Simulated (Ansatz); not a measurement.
In r²SCAN in the plane-wave PAW code Ansatz, TaN$_{3}$ in the ReO3 type structure (Pm-3m) relaxes to a = 4.051 Å. Ta has 6 nearest neighbours from 2.03 Å (octahedral); N has 2 nearest neighbours from 2.03 Å (linear). Its formation energy from the elements is 1.09 eV/atom, with no fitted shifts.

Electronic character: metallic (no gap). Gap from r²SCAN with spin–orbit coupling: none (metallic).

An equation-of-state fit gives a bulk modulus of 162 GPa. The relaxed-ion elastic constants in GPa are C11 = 419, C12 = 33.3, C44 = -33.6. Bader charges are Ta +2.69, N -0.90 e.

The start of the workflow was typed in or built on a structure type; neither database checked (COD, Materials Project) lists it. Its standing as an ambient phase is unchecked. The cell was relaxed with r²SCAN under the symmetry of its start. At this level the phase is mechanically unstable. The run is not spin-polarised. Its formation energy is positive at this level, so the cell may be metastable or incomplete. As this level gives no gap, shear constants depend on the k-mesh and smearing (Fermi–Dirac, 0.1 eV here). On the denser mesh and wider smearing of the elastic run this cell carries a stress of 0.3 GPa. The references are the lowest solids computed at this level, not always the standard phases (solids in place of the gases). Scalar-relativistic: spin–orbit coupling is off unless named, which matters more the heavier the elements.

Potentials: the earlier of the program's two PAW sets. The files were generated under PBE; for other functionals the program regenerates the frozen cores, and for LDA and PBEsol the local potential too.
